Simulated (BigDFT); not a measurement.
Worked example: self-consistent single point of the molecule C2H9FSi4 in BigDFT.

All values come from this method and carry its errors: PBE, Daubechies wavelet basis, HGH (Krack) norm-conserving potentials made for PBE, isolated boundary conditions in BigDFT.

```xyz
16

F      3.1800    -0.1803    -1.2685
C      2.0450     0.0805    -0.5837
C      1.5690     1.3350    -0.5808
Si     0.0302     1.7918     0.3179
Si    -0.7337    -0.2761     1.0398
Si    -2.3907    -0.9122    -0.3638
Si     1.2163    -1.3091     0.3090
H      2.0814     2.1272    -1.1141
H      0.3494     2.6655     1.4744
H     -0.9452     2.4499    -0.5858
H     -0.9970    -0.3812     2.5093
H     -1.9753    -0.7513    -1.7802
H     -2.7443    -2.3368    -0.1337
H     -3.6061    -0.0895    -0.1328
H      2.0177    -1.7587     1.4784
H      0.9034    -2.4547    -0.5854
```
Charge 0, spin multiplicity 1.

Reference input (self-consistent single point, DFT, PBE, Daubechies wavelet basis, HGH (Krack) norm-conserving potentials made for PBE, isolated boundary conditions): basis = Daubechies wavelets; dft.hgrids = 0.324 bohr; dft.rmult = 5 8; dft.ixc = 11; potentials = built-in HGH-K PBE; boundary_conditions = free; dft.gnrm_cv = 1e-05; dft.itermax = 80; dft.idsx = 6; dft.nrepmax = 3. This run's input differs from it in these lines:

```diff
@@ -3,3 +3,3 @@
   hgrids: 0.324
-  rmult: [5, 8]
+  rmult: [5, 4]
   ixc: 11
```

Output, abridged:

```
  #------------------------------------------------------------------- Self-Consistent Cycle
 Ground State Optimization:
 - Hamiltonian Optimization: &itrp001
   - Subspace Optimization: &itrep001-01
       Wavefunctions Iterations:
 iter:  1, EKS: -5.60377942839704986E+01, gnrm:  1.97E-01, D: -1.19E+00,
 iter:  2, EKS: -5.64298659871006336E+01, gnrm:  7.88E-02, D: -3.92E-01,
 iter:  3, EKS: -5.65275627217174375E+01, gnrm:  3.90E-02, D: -9.77E-02,
 iter:  4, EKS: -5.65530676705188426E+01, gnrm:  1.87E-02, D: -2.55E-02,
 iter:  5, EKS: -5.65589226675292380E+01, gnrm:  8.98E-03, D: -5.85E-03,
   [... lines left out ...]
 iter:  12, EKS: -5.65613846398253344E+01, gnrm:  2.23E-04, D: -3.99E-06,
 iter:  13, EKS: -5.65613862304455637E+01, gnrm:  1.53E-04, D: -1.59E-06,
 iter:  14, EKS: -5.65613866866814163E+01, gnrm:  7.69E-05, D: -4.56E-07,
 iter:  15, EKS: -5.65613868520818741E+01, gnrm:  4.53E-05, D: -1.65E-07,
 iter:  16, EKS: -5.65613868933712922E+01, gnrm:  2.36E-05, D: -4.13E-08,
 iter:  17, EKS: -5.65613869085854901E+01, gnrm:  1.60E-05, D: -1.52E-08,
 iter:  18, EKS: -5.65613869133636982E+01, gnrm:  8.97E-06, D: -4.78E-09,
       -  &FINAL001  { #---------------------------------------------------------- iter: 19
 iter:  19, EKS: -5.65613869153231974E+01, gnrm:  8.97E-06, D: -1.96E-09,  #FINAL
        #Eigenvalues and New Occupation Numbers
       Orbitals: [
   [... 17 lines left out ...]
 Last Iteration                        : *FINAL001
  #---------------------------------------------------------------------- Forces Calculation
 Total electronic charge               :  39.999998765740
 Electric Dipole Moment (AU):
   P vector                            :  [ -2.171933E-01,  1.547491E-01,  1.752080E-01 ]
   norm(P)                             :  3.19089413E-01
 Electric Dipole Moment (Debye):
   P vector                            :  [ -5.520504E-01,  3.933328E-01,  4.453342E-01 ]
   norm(P)                             :  8.11044314E-01
 BigDFT infocode                       :  0
   [... lines left out ...]
 -  {H: [-6.321834548262E-03, -1.695337279842E-03,  3.902577960059E-03]} # 0013
 -  {H: [-5.332541730510E-03,  3.053946291310E-03,  7.382776560167E-03]} # 0014
 -  {H: [ 5.566897240275E-03, -6.734475964025E-03, -1.308996693891E-02]} # 0015
 -  {H: [-2.988890740852E-03, -4.739326595519E-03, -1.023994201907E-02]} # 0016
 Energy (Hartree)                      : -5.65613869153231974E+01
 Force Norm (Hartree/Bohr)             :  8.39730182444770878E-02
```

The run converged in 19 iterations. Against the reference run the free energy rises by 43.6 meV/atom and the largest force goes from 1.095 to 3.461 eV/Å.

The grid can part forces that symmetry would make equal. Forces above 1 eV/Å remain at this geometry. This run is one point of a test of settings, so its values need not be converged; read them against the reference run alone. The geometry comes from a cheaper method or was typed, in some cases with atoms then moved at random; it is not relaxed at this level, and the species need not be a known compound.

Cost on one core: very roughly 120 core-seconds.
